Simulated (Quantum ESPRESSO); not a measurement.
Kohn-Sham bands of Te (P3₁21)

```
CELL_PARAMETERS angstrom
      4.60135     0.00000     0.00000
     -2.30068     3.98489     0.00000
      0.00000     0.00000     5.90006
ATOMIC_POSITIONS crystal
  Te 0.25670 0.00000 0.33333
  Te 0.00000 0.25670 0.66667
  Te 0.74330 0.74330 0.00000
```

Cell from Materials Project (mp-19), symmetrised, no further relaxation. COD (Crystallography Open Database) has the formula in 2 space groups, this one among them (matched by group alone). Computed values, not measurements, from PBEsol: Quantum ESPRESSO (norm-conserving PseudoDojo potentials, cutoff 64 Ry, spinors with spin-orbit coupling) on a Γ-centred 6×6×4 mesh, then Wannier90. Density: 12×12×6 mesh, Gaussian smearing 0.01 Ry. The cell is built of weakly bound layers, chains or molecules, whose nearest atoms lie 3.59 Å apart. Database cells relaxed without dispersion often hold them too far apart, which can enlarge gaps and weakens couplings between them; spacing and stacking were not compared with the measured crystal. With spin-orbit coupling a semilocal functional can close or falsely invert a small gap; the band order was not checked against a better method. The gap is small at this level and was sampled on the meshes and a path alone.

Energies are relative to the valence-band maximum; weights are on the orthonormalised atomic waves of the pseudopotential files, averaged over the group. 48 electrons a cell are treated as valence.

**Question.** Into which isolated groups do the bands fall, where do they lie and what are they made of?

**Answer.** 
```json
[
 {"bands": "1–12", "from (eV)": "-38.16", "to (eV)": "-37.99", "filling": "filled", "weight on atomic waves": "Te 4d 100 %"},
 {"bands": "13–30", "from (eV)": "-36.74", "to (eV)": "-36.50", "filling": "filled", "weight on atomic waves": "Te 4d 100 %"},
 {"bands": "31–36", "from (eV)": "-13.55", "to (eV)": "-8.42", "filling": "filled", "weight on atomic waves": "Te 5s 88 %, Te 5p 12 %"},
 {"bands": "37–48", "from (eV)": "-5.55", "to (eV)": "0.00", "filling": "filled", "weight on atomic waves": "Te 5p 95 %, Te 5s 4 %"}
]
```

The Kohn-Sham gap over both meshes and the path is 0.11 eV.
